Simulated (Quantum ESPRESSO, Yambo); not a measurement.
RbLuO₂ (space group R-3m, No. 166): one geometry, one set of PBEsol (pw.x of Quantum ESPRESSO, ONCV potentials, without SOC) orbitals, self-energies from Yambo (4×4×4 Γ-centred k mesh, bands 2 to 129 and a 8 Ry block in the screening, 129 bands in G with the Bruneval-Gonze terminator, plasmon pole fitted at 27.2 eV).

| level | gap Γ → F (eV) | direct gap at Γ (eV) |
|---|---|---|
| PBEsol (Quantum ESPRESSO) | 3.22 | 3.45 |
| exchange only (Hartree-Fock self-energy on PBEsol orbitals) | (withheld) | (withheld) |
| static COHSEX@PBEsol | (withheld) | (withheld) |
| G0W0@PBEsol, plasmon pole | 3.96 | 4.16 |

Question: Complete the blanks.

Answer: 
- exchange only (Hartree-Fock self-energy on PBEsol orbitals), gap Γ → F (eV): 11.82
- exchange only (Hartree-Fock self-energy on PBEsol orbitals), direct gap at Γ (eV): 12.29
- static COHSEX@PBEsol, gap Γ → F (eV): 5.04
- static COHSEX@PBEsol, direct gap at Γ (eV): 5.22

Bare exchange has no screening and gives the widest gap; static COHSEX screens it but leaves out the frequency dependence, which G0W0 restores.

Nearest settings tried, and what they do to the gap: 86 bands in W, 86 bands in G: +80 meV. Not varied: block, mesh. So the settings aren't converged at that level.

Geometry relaxed with PBEsol; primitive cell a = b = c = 6.715 Å, α = β = γ = 29.17°.
